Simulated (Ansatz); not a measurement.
YSi (CsCl type, space group No. 221), plane-wave PAW PBE (Ansatz code), all energies at zero smearing, with the estimated change up to a 700 eV cutoff added, with one set of potentials and settings (totals compare only within such a set). Cell of 2 atoms (1 Y, 1 Si): -4485.336 eV.

```json
[
 {"element": "Y", "reference phase": "P6_3/mmc, 2 atoms in the cell", "E (eV/atom)": "-3848.6668"},
 {"element": "Si", "reference phase": "Fd-3m, 2 atoms in the cell", "E (eV/atom)": "-635.8096"}
]
```

Formation energy per atom, worked out: (-4485.336 − 1×(-3848.6668) − 1×(-635.8096))/2 = -0.430 eV/atom (-41 kJ per mol of atoms), at 0 K, without zero-point energy or fitted corrections.

Space group Pm-3m (CsCl type). The cell is a constructed one: a structure type filled with these elements; neither database checked (COD, Materials Project) lists it. Whether it is the stable phase at ambient conditions was not checked. The PBE relaxation kept the symmetry of its start; whether a distortion lowers the energy is not shown. The run is not spin-polarised. The references are the lowest solids computed at this level, not always the standard phases.

Potentials: the later of the program's two PAW sets.
